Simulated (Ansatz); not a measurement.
NiO (rock salt)

```xyz
2
Lattice="0.0000 2.0943 2.0943 2.0943 0.0000 2.0943 2.0943 2.0943 0.0000" Properties=species:S:1:pos:R:3 pbc="T T T"
O      0.0000     0.0000     0.0000
Ni     2.0943     2.0943     2.0943
```

Scan: atom 1 (O, nearest neighbour Ni at 2.094 Å; its periodic images, 3.0 Å or more away, move with it) is displaced along Cartesian [110], direction (0.707, 0.707, 0.000) in Cartesian axes, by s. The other atoms stay.

These are r2SCAN (plane waves to 500 eV, PAW, scalar-relativistic; Ansatz, an electronic-structure program) values and carry that method's errors. k mesh 11×11×11 (Γ-centred), Fermi-Dirac smearing 0.05 eV. E stands for the smeared free energy. NiO is run spin-polarised and with no Hubbard U; the real compound is an antiferromagnetic insulator, a state that this run doesn't describe. NiO was relaxed with its symmetry unable to fall. Relaxed NiO ends ferromagnetic. Other magnetic orders were not checked, so this need not be the ground state. The zero of ΔE is the undisplaced structure.

```
s (Å)   ΔE (meV/cell)
------  -------------
-0.420            486
-0.336            277
-0.252            138
-0.168             54
-0.084             12
0.000               0
0.084              12
0.168              54
0.252             138
0.336             277
0.420             486
```

**Question.** What force constant k = d²E/ds² at s = 0 does the table give?

**Answer.** 3.4 eV/Å². It is the second difference of the nearest points, corrected with the next pair.

**Question.** With k = 3.41 eV/Å² from the forces, is the well harmonic out to s = 0.420 Å?

**Answer.** ½ks² = 301 meV/cell against the computed 486 meV/cell, so the well is stiffer than harmonic there.

(For displaced atoms, the force is minus the slope of the energy, and its curvature is a force constant, which sets phonon frequencies.)
